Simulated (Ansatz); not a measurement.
## E(M) for W (Im-3m)

The geometry is a structure as deposited in COD, held fixed and not relaxed.

Settings: PBE, 17×17×17 k mesh, Fermi–Dirac smearing of 0.03 eV. PAW means Ansatz 0.2.0 on its default frozen-core files; LAPW is all-electron LAPW in Ansatz 0.2.0. Site moments are integrated in spheres about the atoms, whose radii differ between the methods.

Input of the first run:

```yaml
crystal:
  lattice:
    - [-1.582345, 1.582345, 1.582345]
    - [1.582345, -1.582345, 1.582345]
    - [1.582345, 1.582345, -1.582345]
  atoms:
    - { symbol: W, position: [0.0, 0.0, 0.0], spin: 1.0 }
magnetization:
  spin_polarized: true
kpoints:
  mp_grid: { grid: [17, 17, 17] }
scf:
  occupations: { method: fermi_dirac, width: 0.03 }
  lower_state_search: "off"
hamiltonian:
  xc: pbe
  pseudopotentials: { kind: paw }
output:
  forces: true
  stress: true
  eigenvalues: true
  populations: true
  dos: { projected: true, de: 0.1, e_range: [-8, 5] }
  write_density: true
  write_potential: true
  elf: true
  volumetric_format: npy
```

Command: `ansatz run input.yaml --threads 1 --pin off --max-ram 3072MiB --backend cpu --events-out ev --progress --plain --runs-dir out`

The input for «total moment held at 0.2 μB» by PAW differs from it in these lines, output keys apart:

```diff
-    - { symbol: W, position: [0.0, 0.0, 0.0], spin: 1.0 }
+    - { symbol: W, position: [0.0, 0.0, 0.0], spin: 0.2 }
+  initial_magnetization: 0.2
+  spin_locking: { lock_magnetization: hard }
```

The input for «total moment held at 0.2 μB» by LAPW differs from it in these lines, output keys apart:

```diff
-    - { symbol: W, position: [0.0, 0.0, 0.0], spin: 1.0 }
+    - { symbol: W, position: [0.0, 0.0, 0.0], spin: 0.2 }
+  initial_magnetization: 0.2
+  spin_locking: { lock_magnetization: hard }
-  pseudopotentials: { kind: paw }
+  pseudopotentials: { kind: all_electron, lapw: { basis_error: 0.001 } }
```

Each run fixes M = N↑ − N↓ with two Fermi levels; the holding field B = (E_F↑ − E_F↓)/2μB is the slope of the free energy against M over μB. Energies count from each method's free run. The held moment starts spread evenly over W.

The free PAW run: The moments died out: the run ends unmagnetised.

```
M (μB/cell)  ΔF PAW (meV/cell)  ΔF LAPW (meV/cell)  B, PAW (T)  largest site moment, PAW (μB)  pressure, PAW (GPa)
       0.00                0.0                 0.0           –                           0.00                  5.7
       0.20              +37.7               +37.6       +7349                           0.14                  5.7
       0.40             +151.6              +151.5      +12369                           0.28                  6.4
       0.60             +315.8                   –           ?                           0.42                  7.7
       0.90             +640.0              +639.3      +21381                           0.64                 11.4
       1.20                  ?                   –      +24473                           0.85                 15.9
       1.60            +1636.4             +1633.6      +26803                           1.14                 23.7
```

Task: Fill in "ΔF PAW (meV/cell)" for the row "1.20".

Result: +1038.7.

Task: Fill in "B, PAW (T)" for the row "0.60".

Result: +15861.

Separate runs put a uniform field on the spins (g = 2):

```json
{"field (T)": "300", "M PAW (μB/cell)": "0.010", "M LAPW (μB/cell)": "0.010"}
{"field (T)": "600", "M PAW (μB/cell)": "0.021", "M LAPW (μB/cell)": "0.021"}
```

The Ansatz runs typed with the search for lower states off end where their start leads. Spin–orbit coupling is left out although heavy atoms are present. These are results for the start and cell typed. The real compound can order otherwise, in a larger cell, or not at all, since semilocal functionals at zero temperature often overstate magnetism.
